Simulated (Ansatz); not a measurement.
HfB$_{2}$ in space group P6/mmm (No. 191; Hf on 1a, B on 2d) at seven volumes, PBE in the plane-wave PAW code Ansatz, shape and atoms relaxed at each. One row is withheld.

| V (Å³/atom) | P (GPa) |
|---|---|
| 9.061 | 28.11 |
| 9.360 | 17.32 |
| 9.659 | 8.03 |
| 9.958 | 0.01 |
| 10.256 | -6.91 |
| 10.555 | -12.87 |
| 10.854 | ? |

Q: Fit the shown pressures and predict the withheld one.

A: P = (3/2)B₀(x^(7/2) − x^(5/2))[1 + (3/4)(B′ − 4)(x − 1)] with x = (V₀/V)^(2/3). Least squares on the six rows gives V₀ = 9.958 Å³/atom, B₀ = 248 GPa, B′ = 3.89. At V = 10.854, x = 0.9442 and P = -18.07 GPa. The run itself gave -18.02 GPa.

The PBE relaxation kept the symmetry of its start. The run is not spin-polarised. Spin–orbit coupling is left out wherever it is not named.

Potentials: the later of the program's two PAW sets.
